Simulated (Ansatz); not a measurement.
In:
```xyz
2
Lattice="0.0000 3.3072 3.3072 3.3072 0.0000 3.3072 3.3072 3.3072 0.0000" Properties=species:S:1:pos:R:3 pbc="T T T"
In     0.0000     0.0000     0.0000
In     1.6536     1.6536     1.6536
```

Relaxed with r²SCAN. Special points in fractions of this cell's reciprocal vectors: Γ (0.000, 0.000, 0.000); X (0.500, 0.000, 0.500); U (0.625, 0.250, 0.625); K (0.375, 0.375, 0.750); L (0.500, 0.500, 0.500); W (0.500, 0.250, 0.750).

List the band energies nearest the Fermi level at these points for r²SCAN in the plane-wave PAW code Ansatz.

In eV from the Fermi level; about four levels below and three above (degenerate sets whole), none deeper than 8.9 eV; points with the same levels are listed once.

```
k                    below                  above
-  -----------------------  ---------------------
Γ                    -8.40         2.50 2.50 2.50
X  -5.03 -5.03 -0.48 -0.48  2.74 2.74 10.41 10.41
U  -5.41 -4.53 -1.57 -0.07         3.08 5.50 8.19
L              -6.54 -4.10         1.09 1.09 2.61
W  -4.93 -4.93 -1.20 -1.20    5.83 5.83 5.92 5.92
```

Space group Fd-3m (diamond). The start of the workflow was typed in or built on a structure type; neither database checked (COD, Materials Project) lists it. It is not the phase usual at ambient conditions (space group No. 139). Symmetry was held in the r²SCAN relaxation. At this level the phase is mechanically unstable. Spin–orbit coupling is left out wherever it is not named.

Potentials: the later of the program's two PAW sets.
